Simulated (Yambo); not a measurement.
Yambo run on Sr2H3I (space group P-3m1, No. 164). The wavefunctions are norm-conserving PBEsol (Quantum ESPRESSO, 72 Ry, scalar-relativistic) ones on a 3×3×2 mesh (15 occupied bands); a = 4.2427 Å, b = 4.2427 Å, c = 7.6828 Å, α = 90.00°, β = 90.00°, γ = 120.00°.

Yambo input:

```
rim_cut
gw0
dyson
el_el_corr
HF_and_locXC
ppa
em1d
RandQpts= 1000000
RandGvec= 1 Ry
EXXRLvcs= 72 Ry
VXCRLvcs= 288 Ry
Chimod= "HARTREE"
% BndsRnXp
 1 | 113 |
%
NGsBlkXp= 8 Ry
% LongDrXp
 1.0 | 1.0 | 1.0 |
%
PPAPntXp= 27.2114 eV
% GbndRnge
 1 | 113 |
%
GTermKind= "none"
DysSolver= "n"
ExtendOut
% QPkrange
 2 | 2 | 15 | 16 |
 5 | 5 | 16 | 16 |
%
```

k points by index: 2 = A, 5 = K.

The o-*.qp file then holds:

```
#    K-point    Band    Eo [eV]    E [eV]    E-Eo [eV]    Vxc [eV]    Vnlxc [eV]    Sc|Eo [eV]    Sc|E [eV]    dSc/dw|Eo [eV]    Re(Z)    Im(Z)
#
    2    15    0.000000    -0.845695    -0.845695    -10.99573    -13.64809    1.588299    1.806666    -7.025399    0.794797    -0.001511
    2    16    2.448600    3.169511    0.720912    -8.345773    -4.005274    -3.477515    -3.619588    -5.361852    0.835389    -0.001075
    5    16    1.991670    2.847975    0.856305    -9.038456    -4.523650    -3.481889    -3.658502    -5.611464    0.829036    -0.001312
```
(The two width columns are left out.) Convergence of these settings isn't established.

Spin-orbit coupling is not included.

Geometry of the Materials Project entry, not relaxed at this level.

The structure is a Materials Project entry; no match was found in the copy of COD used, and its stability was not checked.
